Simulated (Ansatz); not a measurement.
**Relaxation of LaCu2 in the AlB2-type structure, step by step**

Computed with Ansatz (plane waves, PAW, 420 eV cutoff): PBEsol, scalar-relativistic, no spin polarisation, Γ-centred 10×10×8 mesh, 0.05 eV Gaussian smearing. The datasets are Ansatz's generated set soft_2.

The start was a prototype's sites filled with these elements; the Crystallography Open Database holds the compound in this structure.

```yaml
crystal:
  lattice:
    - [4.0872249545, 0.0, 0.0]
    - [-2.0436124773, 3.5396406417, 0.0]
    - [0.0, 0.0, 4.4254921247]
  atoms:
    - { symbol: La, position: [0.0, 0.0, 0.0] }
    - { symbol: Cu, position: [0.3333333333, 0.6666666667, 0.5] }
    - { symbol: Cu, position: [0.6666666667, 0.3333333333, 0.5] }
basis:
  ecutwfc: 420
  ecutrho_ratio: 4
kpoints:
  mp_grid: { grid: [10, 10, 8] }
hamiltonian:
  xc: pbesol
scf:
  occupations: { method: gaussian, width: 0.05 }
output:
  forces: true
  stress: true
  eigenvalues: true
relax:
  f_tol: 0.01
  max_steps: 60
  cell: { stress_tol: 0.04 }
```

Launched as:
```sh
ansatz run input.yaml --threads 4 --pin off --max-ram 8192MiB --backend cpu --events-out ev --progress --plain --runs-dir out
```

Positions (Å) and forces (eV/Å) at the first step:

```xyz
3
Lattice="4.087 0.000 0.000 -2.044 3.540 0.000 0.000 0.000 4.425" Properties=species:S:1:pos:R:3:forces:R:3 pbc="T T T"
La    0.000    0.000    0.000    0.000    0.000    0.000
Cu    0.000    2.360    2.213    0.000    0.000    0.000
Cu    2.044    1.180    2.213    0.000    0.000    0.000
```

Question: Where does the relaxation end?

Answer: After 6 further evaluations the energy is 90.8 meV/atom lower and the largest force component 0.000 eV/Å; space group P6/mmm.
```xyz
3
Lattice="4.251 0.000 0.000 -2.125 3.681 0.000 0.000 0.000 3.809" Properties=species:S:1:pos:R:3 pbc="T T T"
La    0.000    0.000    0.000
Cu    0.000    2.454    1.904
Cu    2.125    1.227    1.904
```

The course:

```tsv
step	E − E(end) (meV/atom)	largest force component (eV/Å)	P (GPa)	a (Å)	b (Å)	c (Å)	accepted
1	90.82	0.000	-2.63	4.087	4.087	4.425	yes
2	44.94	0.000	-0.28	4.100	4.100	4.210	yes
3	9.22	0.000	-0.76	4.194	4.194	3.993	yes
4	0.08	0.000	0.59	4.243	4.243	3.793	yes
5	-0.15	0.000	-0.05	4.249	4.249	3.815	yes
6	-0.16	0.000	0.00	4.251	4.251	3.809	yes
7	0.00	0.000	0.00	4.251	4.251	3.809	yes
```

Late in the path the plane-wave basis is renewed for the changed cell, which shifts energy and pressure at the same geometry (Pulay error), so rows before the renewal hold an offset.

Step 3 in full:

```xyz
3
Lattice="4.194 0.000 0.000 -2.097 3.632 0.000 0.000 0.000 3.993" Properties=species:S:1:pos:R:3:forces:R:3 pbc="T T T"
La    0.000    0.000    0.000    0.000    0.000    0.000
Cu    0.000    2.421    1.996    0.000    0.000    0.000
Cu    2.097    1.211    1.996    0.000    0.000    0.000
```

Cost: 17 s on 4 threads of Intel(R) Xeon(R) Platinum 8259CL CPU @ 2.50GHz (Skylake/Cascade Lake) (shared host), peak memory 0.55 GiB.

These numbers lack spin–orbit coupling.
